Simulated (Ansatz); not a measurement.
Relaxed CeO2 (fluorite):

```yaml
crystal:
  lattice:
    - [0.00000, 2.73224, 2.73224]
    - [2.73224, 0.00000, 2.73224]
    - [2.73224, 2.73224, 0.00000]
  atoms:
    - { symbol: Ce, position: [0.00000, 0.00000, 0.00000] }
    - { symbol: O, position: [0.25000, 0.25000, 0.25000] }
    - { symbol: O, position: [0.75000, 0.75000, 0.75000] }
```

In each cell atom 1 (Ce, nearest neighbour O at 2.366 Å; its periodic images, 3.9 Å or more away, move with it) moves by s·(0.577, 0.577, 0.577) (along Cartesian [111]), the rest being held.

Computed with PBE (plane waves to 420 eV, PAW, scalar-relativistic; Ansatz, a program for electronic structure). k mesh 8×8×8 (Γ-centred), Fermi-Dirac smearing 0.05 eV. E stands for the smeared free energy. Left out: 4 of 11 points, with atoms too close for the PAW data. F∥ is the force on the atom along that direction. CeO2 is run without spin polarisation. CeO2 was relaxed with its symmetry unable to fall. The PAW data are Ansatz's earlier set. The f-shell state is unchecked: a lower one may exist. The zero of ΔE is the undisplaced structure.

Task: Give the computed ΔE (eV/cell) and F∥ (eV/Å) at s (Å) = -0.282, -0.188, -0.094, 0.094, 0.188, 0.282.

Result: 
```json
[
 {"s (Å)": "-0.282", "ΔE (eV/cell)": "0.2616", "F∥ (eV/Å)": "1.976"},
 {"s (Å)": "-0.188", "ΔE (eV/cell)": "0.1123", "F∥ (eV/Å)": "1.226"},
 {"s (Å)": "-0.094", "ΔE (eV/cell)": "0.0275", "F∥ (eV/Å)": "0.590"},
 {"s (Å)": "0.094", "ΔE (eV/cell)": "0.0275", "F∥ (eV/Å)": "-0.590"},
 {"s (Å)": "0.188", "ΔE (eV/cell)": "0.1123", "F∥ (eV/Å)": "-1.226"},
 {"s (Å)": "0.282", "ΔE (eV/cell)": "0.2616", "F∥ (eV/Å)": "-1.976"}
]
```

(A displaced cell: forces are minus the slopes of the energy, force constants its curvatures, and phonons follow from these.)
